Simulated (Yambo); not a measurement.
A G0W0@PBEsol run in Yambo for BaTe (rock salt, space group Fm-3m, No. 225) under isotropic strain of -3 % on all lattice vectors (4×4×4 Γ-centred k mesh, 161 bands and a 8 Ry block in the screening, 161 bands in G with the Bruneval-Gonze terminator, plasmon pole fitted at 27.2 eV) gives these matrix elements, in eV, at the band edges (Γ → X):

```
state               E0    <Vxc>     <Σx>  <Σc(E0)>      Z
---------------  -----  -------  -------  --------  -----
valence edge     0.000  -11.939  -14.774     1.277  0.804
conduction edge  1.239   -8.144   -4.442    -3.505  0.818
```

Q: Solve the linearised quasiparticle equation for both states, give the gap, and say how exchange and correlation each act on it.

A: E = E0 + Z(Σx + Σc − Vxc). Valence: 0.000 + 0.804 × (-14.774 + (1.277) − (-11.939)) = -1.25 eV. Conduction: 1.239 + 0.818 × (-4.442 + (-3.505) − (-8.144)) = 1.40 eV. The gap is 2.65 eV, against 1.24 eV in PBEsol. Replacing Vxc by bare exchange alone would open it by 6.54 eV; correlation takes back 4.78 eV of that, and Z scales what is left. Convergence of the G0W0 settings was not tested. Without spin-orbit coupling, band edges of such heavy elements can be off by tenths of an eV.

The standard potential for Te keeps a d shell in the valence without the s and p states of that shell. In tests on such compounds this moved G0W0 gaps by up to about 0.9 eV, so absolute quasiparticle energies here are unreliable; differences between settings are what counts.

Geometry strained from the cell relaxed with PBEsol, atoms relaxed again; primitive cell a = 4.7593 Å, b = 4.7593 Å, c = 4.7593 Å, α = 60.00°, β = 60.00°, γ = 60.00°.
